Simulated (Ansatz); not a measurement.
## CoSn: from a starting cell to a relaxed one

The start is a relaxed CoSn cell deformed by the Cartesian strain tensor (xx, yy, zz, yz, xz, xy) = (0.001, -0.090, -0.133, 0.019, 0.018, 0.043). The cell and all atomic positions are relaxed at zero pressure with PBE (plane waves to 420 eV, PAW, scalar-relativistic; Ansatz, a program for electronic structure). First-step values are on the input's coarse k-mesh.

Ansatz input (later rounds restart from its end on a renewed k-mesh):
Ansatz 0.2 input:
```yaml
crystal:
  lattice:
    - [5.2992868117, 0.2249946948, 0.0979388671]
    - [-2.4547922845, 4.059609017, 0.0381404795]
    - [0.0783555328, 0.0804732499, 3.6721214553]
  atoms:
    - { symbol: Co, position: [0.5, 0, 0] }
    - { symbol: Co, position: [0.5, 0.5, 0] }
    - { symbol: Co, position: [0, 0.5, 0] }
    - { symbol: Sn, position: [0, 0, 0] }
    - { symbol: Sn, position: [0.3333333333, 0.6666666667, 0.5] }
    - { symbol: Sn, position: [0.6666666667, 0.3333333333, 0.5] }
basis: { ecutwfc: 420, ecutrho_ratio: 4, xc_grid: 2, fft_grid_basis: typed }
kpoints: { mp_grid: { grid: [7, 8, 9] } }
hamiltonian:
  xc: pbe
  dispersion: none
  pseudopotentials: { kind: paw }
scf: { occupations: { method: fermi_dirac, width: 0.05 } }
relax: { f_tol: 0.01, max_steps: 100, cell: { stress_tol: 0.02 } }
output: { forces: true, stress: true }
```

Question: What pressure does the first self-consistent step give?

Answer: +59.1 GPa (positive: the cell is compressed).

Question: What is the largest force in the starting geometry, and on which atom (counted from 1)?

Answer: 1.85 eV/Å, on Sn5, Sn6 (atoms numbered as listed).

Question: By how much does the energy per atom fall from start to end?

Answer: 0.71 eV/atom.

Question: Is the parent structure recovered?

Answer: It relaxes back to the parent, P6/mmm (No. 191).

Question: How do the shortest distances between atoms change?

Answer: The closest pairs of elements (up to four, under 3.6 Å), start → end: Co–Sn 2.26 → 2.61 Å; Co–Co 2.37 → 2.65 Å; Sn–Sn 2.79 → 3.06 Å.

Question: Is the relaxed structure metallic? Give its gap.

Answer: No gap (metallic).

Final values are on a 10×10×11 k-mesh of the relaxed cell. No spin polarisation in the result. A magnetic state may lie lower.

The run could not lose the symmetry of its start.
